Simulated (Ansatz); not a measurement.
The start is a randomly generated symmetric cell of W (space group No. 217). The structure is fully relaxed (lattice and positions, P = 0) with PBE (plane waves to 420 eV, PAW, scalar-relativistic; Ansatz, an electronic-structure program). The first steps use a coarse 9×9×9 k-mesh.

Starting cell:
```
CELL_PARAMETERS angstrom
     -2.54210     2.54210     2.54210
      2.54210    -2.54210     2.54210
      2.54210     2.54210    -2.54210
ATOMIC_POSITIONS crystal
  W  0.34293 0.34293 0.34293
  W  0.00000 0.00000 0.65707
  W  0.00000 0.65707 0.00000
  W  0.65707 0.00000 0.00000
```

```json
{
 "initial_pressure": "+41.4 GPa (positive: the cell is compressed)",
 "largest_initial_force": "5.52 eV/Å, on W1, W2, W3, W4 (atoms numbered as listed)",
 "energy_released": "0.73 eV/atom",
 "optimiser_moves": "11"
}
```

The end point of the relaxation:

Space group I-43m (No. 217); a = b = c = 5.2040 Å, α = β = γ = 90.00°

```csv
atom,site,symmetry,x,y,z
W,8c,.3m,0.2074,0.2074,0.2074
```
(The calculation used a cell of 4 atoms; values per cell refer to that cell.)

Final values are on a 13×13×13 k-mesh of the relaxed cell. No spin polarisation in the result.

The run could not lose the symmetry of its start, so the end can be a saddle point.

The relaxed structure here is a generated cell of W: the first start was made by a random draw of sites in a space group, and the end was not matched to a known phase here, so it may be hypothetical. Known forms of W include space group No. 229.
